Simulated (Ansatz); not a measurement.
ZrCu in space group Cm (No. 8; Pearson symbol mS16) at seven volumes, PBEsol (plane waves, PAW; program Ansatz), shape and atoms relaxed at each. One row is withheld.

| V (Å³/atom) | P (GPa) |
|---|---|
| 15.354 | 14.39 |
| 15.860 | 8.90 |
| 16.366 | 4.14 |
| 16.872 | 0.00 |
| 17.379 | -3.57 |
| 17.885 | ? |
| 18.391 | -9.29 |

Question: Fit the shown pressures and predict the withheld one.

Answer: Third-order Birch–Murnaghan: P = (3/2)B₀(x^(7/2) − x^(5/2))[1 + (3/4)(B′ − 4)(x − 1)] with x = (V₀/V)^(2/3). Least squares on the six rows gives V₀ = 16.874 Å³/atom, B₀ = 127.4 GPa, B′ = 3.83. At V = 17.885, x = 0.9620 and P = -6.63 GPa. The run itself gave -6.65 GPa.

The workflow started from a Materials Project entry (that database holds measured and hypothetical structures alike); the Crystallography Open Database copy checked does not list it. Its standing as an ambient phase is unchecked. The cell was relaxed with PBEsol under the symmetry of its start; its stability against distortions is not shown here. The run is not spin-polarised.

Potentials: the earlier of the program's two PAW sets. The files were generated under PBE; for other functionals the program regenerates the frozen cores, and for LDA and PBEsol the local potential too.
